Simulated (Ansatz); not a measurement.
Problem. Name crystals whose computed values (r²SCAN (plane waves, PAW; program Ansatz)) fall in these windows: HSE06 gap (eV) 0.42 to 0.52; G_Hill (GPa) 27 to 36; gap (eV) 0.26 to 0.32.

Solution. 

| crystal | HSE06 gap (eV) | G_Hill (GPa) | gap (eV) |
|---|---|---|---|
| SnPb4S5, I4/mmm (Pearson symbol tI20) | 0.46 | 32.0 | 0.28 |
Others may fit too.

Standing as an ambient phase not checked: SnPb4S5, I4/mmm (Pearson symbol tI20). The cell was relaxed under the symmetry of its start. Spin–orbit coupling is left out wherever it is not named.

Potentials: the later of the program's two PAW sets.
